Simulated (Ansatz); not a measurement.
MnO in space group Pmmn (No. 59; Mn on 2b, O on 2a), PBEsol (plane waves, PAW; program Ansatz), all energies at zero smearing, with the estimated change up to a 700 eV cutoff added, with one set of potentials and settings (totals compare only within such a set). Cell of 8 atoms (4 Mn, 4 O): -17717.953 eV.

| element | reference phase | E (eV/atom) |
|---|---|---|
| Mn | I-43m, 29 atoms in the cell, spin-polarised | -3868.8262 |
| O | C2/m, 4 atoms in the cell, spin-polarised | -558.3554 |

Formation energy per atom, worked out: (-17717.953 − 4×(-3868.8262) − 4×(-558.3554))/8 = -1.153 eV/atom (-111 kJ per mol of atoms), at 0 K, without zero-point energy or fitted corrections.

The workflow started from a Materials Project entry (that database holds measured and hypothetical structures alike); the Crystallography Open Database copy checked does not list it. It is not the phase usual at ambient conditions (space group No. 225). The PBEsol relaxation kept the symmetry of its start, as lowered by the spin order; of distortions, only those at the zone centre were tested, and some modes there are weakly imaginary. Spin order of the final state: antiferromagnetic, chosen from 5 collinear starts compared on coarse meshes (ties went to the first, and starts can fall back to one state), not a proven ground state. No Hubbard U is applied. The references are the lowest solids computed at this level, not always the standard phases (solids in place of the gases).

Potentials: the later of the program's two PAW sets.
